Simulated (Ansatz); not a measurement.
MgCd in space group Pmma (No. 51; Cd on 2e, Mg on 2f), plane-wave PAW PBEsol (Ansatz code), all energies at zero smearing, with the estimated change up to a 700 eV cutoff added, with one set of potentials and settings (totals compare only within such a set). Cell of 4 atoms (2 Cd, 2 Mg): -20192.714 eV.

```csv
element,reference phase,E (eV/atom)
Cd,"P6_3/mmc, 2 atoms in the cell",-8184.0667
Mg,"P6_3/mmc, 2 atoms in the cell",-1912.0511
```

Formation energy per atom, worked out: (-20192.714 − 2×(-8184.0667) − 2×(-1912.0511))/4 = -0.120 eV/atom (-12 kJ per mol of atoms), at 0 K, without zero-point energy or fitted corrections.

The workflow started from an entry of the Crystallography Open Database (COD). Its standing as an ambient phase is unchecked. The PBEsol relaxation kept the symmetry of its start; whether a distortion lowers the energy is not shown. The references are the lowest solids computed at this level, not always the standard phases.

Potentials: the later of the program's two PAW sets.
